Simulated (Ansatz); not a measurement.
RbHS:
```
CELL_PARAMETERS angstrom
      4.55896     0.00000     0.00000
      0.00000     5.03589     0.00000
     -1.43128     0.00000     6.66220
ATOMIC_POSITIONS crystal
  Rb 0.22897 0.25000 0.76314
  Rb 0.77103 0.75000 0.23686
  H  0.52350 0.25000 0.40719
  H  0.47650 0.75000 0.59281
  S  0.26787 0.25000 0.26262
  S  0.73213 0.75000 0.73738
```

The program Ansatz at the PBEsol level (PAW) gives a gap of 3.04 eV without spin–orbit coupling, maximum at Γ, minimum at Γ.

Q: What happens when spin–orbit coupling is switched on?

A: The gap shrinks by 0.01 eV, to 3.03 eV; maximum at Γ, minimum at Γ.

Q: Give the electron effective mass with spin–orbit coupling.

A: 0.34, 0.34, 0.46 mₑ (principal values).

Q: Give the hole effective mass with spin–orbit coupling.

A: 0.52, 1.5, 2.2 mₑ (principal values).

Space group P2_1/m. The workflow started from a Materials Project entry (that database holds measured and hypothetical structures alike); the Crystallography Open Database copy checked does not list it. Its standing as an ambient phase is unchecked. The cell was relaxed with PBEsol under the symmetry of its start; its stability against distortions is not shown here.

Potentials: the later of the program's two PAW sets.
